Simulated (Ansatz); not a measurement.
# Is this SnGeP₆ structure a true minimum?

The cell was found from a proposed guess, not taken from experiment.

Computed with Ansatz 0.2.0, DFT PBE, scalar-relativistic, plane waves, PAW. Cutoff 420 eV; k points 6×6×6 on the computed 8-atom cell (Γ-centred); Gaussian smearing, width 0.10 eV; no spin polarisation.

The cell below (8 atoms, space group R3m (No. 160)) is relaxed within its symmetry.

```yaml
crystal:
  lattice:
    - [3.64474, 2.10429, 3.48637]
    - [-3.64474, 2.10429, 3.48637]
    - [0.00000, -4.20858, 3.48637]
  atoms:
    - { symbol: Sn, position: [0.75386, 0.75386, 0.75386] }
    - { symbol: Ge, position: [0.23685, 0.23685, 0.23685] }
    - { symbol: P, position: [0.28662, 0.28662, 0.76197] }
    - { symbol: P, position: [0.24145, 0.69982, 0.69982] }
    - { symbol: P, position: [0.28662, 0.76197, 0.28662] }
    - { symbol: P, position: [0.76197, 0.28662, 0.28662] }
    - { symbol: P, position: [0.69982, 0.69982, 0.24145] }
    - { symbol: P, position: [0.69982, 0.24145, 0.69982] }
```

For the test it was strained at random (σ = 1.5 % a component), the atoms were moved at random (σ = 0.10 Å), and all was relaxed again on a coarse 6×6×6 mesh (in the run’s order of axes) with 0.20 eV smearing, with no symmetry imposed.

Problem. Does it come back?

Solution. It returns, within 1 meV/atom of the unmoved cell on that mesh and with the same symmetry when read at 0.1 Å. No instability shows in this cell; modes of other wave vectors, which need another repeat, aren't tested.
